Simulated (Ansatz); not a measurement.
Space group R-3m:H (No. 166). a = 4.494 Å, b = 4.494 Å, c = 21.997 Å, α = 90.00°, β = 90.00°, γ = 120.00°
```csv
atom,site,symmetry,x,y,z
Te,3b,-3m,0.6667,0.3333,0.8333
Pb,6c,3m,0.0000,0.0000,0.7446
Se,3a,-3m,0.0000,0.0000,0.0000
```

Equation of state of this TePb$_{2}$Se structure (not necessarily the ground state), with shape and atoms relaxed at each volume where symmetry leaves them free. Method: DFT r2SCAN, scalar-relativistic, plane waves, PAW in Ansatz.

Cutoff 500 eV; k points 9×9×9 on the computed 4-atom cell (Γ-centred); Gaussian smearing, width 0.02 eV; no spin polarisation.

```tsv
V (Å³/atom)	E − E(largest V) (meV/atom)	P (GPa)	gap on mesh (eV)
30.143	3.61	3.29	0.78
31.105	-10.65	1.51	0.87
32.067	-15.06	0.00	0.94
33.029	-11.08	-1.29	1.01
33.991	0.00	-2.38	1.07
```

Problem. Fit a third-order Birch–Murnaghan equation to E(V).

Solution. V0 = 32.07 Å³/atom, B0 = 46 GPa, B0' = 4.4.

Spin-orbit coupling is left out, which matters for the bands of heavy elements.

Cost: 5 runs of about 14 core-minutes in all, on Arm Neoverse V1 (shared hosts).